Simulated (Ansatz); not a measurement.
ZrSi2:
```
CELL_PARAMETERS angstrom
      0.00000     3.14049     3.14049
      3.14049     0.00000     3.14049
      3.14049     3.14049     0.00000
ATOMIC_POSITIONS crystal
  Zr 0.00000 0.00000 0.00000
  Si 0.25000 0.25000 0.25000
  Si 0.75000 0.75000 0.75000
```

Relaxed with r²SCAN. Special points in fractions of this cell's reciprocal vectors: Γ (0.000, 0.000, 0.000); X (0.500, 0.000, 0.500); U (0.625, 0.250, 0.625); K (0.375, 0.375, 0.750); L (0.500, 0.500, 0.500); W (0.500, 0.250, 0.750).

Q: List the band energies nearest the Fermi level at these points for r²SCAN in the plane-wave PAW code Ansatz.

A: In eV from the Fermi level; about four levels below and three above (degenerate sets whole), none deeper than 8.9 eV; points with the same levels are listed once.

```
k                          below                     above
-  -----------------------------  ------------------------
Γ        -3.83 -3.83 -3.83 -3.62  0.37 0.37 3.09 3.09 3.09
X        -2.65 -2.65 -0.16 -0.16            0.45 1.91 5.21
U        -4.93 -3.07 -2.49 -0.94            0.15 1.46 2.13
L  -3.04 -3.04 -0.93 -0.28 -0.28            0.42 1.09 1.09
W        -4.42 -1.33 -1.33 -0.13            1.49 2.38 4.93
```

Space group Fm-3m (fluorite). A made-up cell: these elements were put on the sites of a structure type; neither database checked (COD, Materials Project) lists it. COD files the formula under space group No. 63, so this cell is another polymorph or a model. Its standing as an ambient phase is unchecked. Symmetry was held in the r²SCAN relaxation. At this level the phase is mechanically unstable. No spin polarisation was allowed. Scalar-relativistic: spin–orbit coupling is off unless named, which matters more the heavier the elements.

Potentials: the later of the program's two PAW sets.
